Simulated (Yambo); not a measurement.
G0W0@PBEsol for BaTiO3 (space group P4mm, No. 99) in Yambo. Reference settings: 4×4×4 Γ-centred k mesh, bands 2 to 127 and a 8 Ry block in the screening, 127 bands in G with the Bruneval-Gonze terminator, plasmon pole fitted at 27.2 eV. The PBEsol gap A → Γ on this mesh is 1.81 eV; G0W0 gaps are taken between the same points.

The settings were changed. The gap went from 3.36 eV to 3.32 eV, and the shift of the valence edge from -0.32 eV to -0.16 eV.

Problem. What was changed between the two runs?
A. no random integration
B. 52 bands in G, no terminator
C. 2 Ry block
D. 4×4×2 mesh

Solution. A, no random integration. The others gave (gap, valence shift): 4×4×2 mesh: 3.33, -0.28 eV; 52 bands in G, no terminator: 3.38, 0.43 eV; 2 Ry block: 4.04, -0.43 eV.

Geometry of the Materials Project entry, not relaxed at this level; primitive cell a = b = 3.9904 Å, c = 4.1027 Å, α = β = γ = 90.00°.

A shift is the quasiparticle energy of the state minus its PBEsol energy.
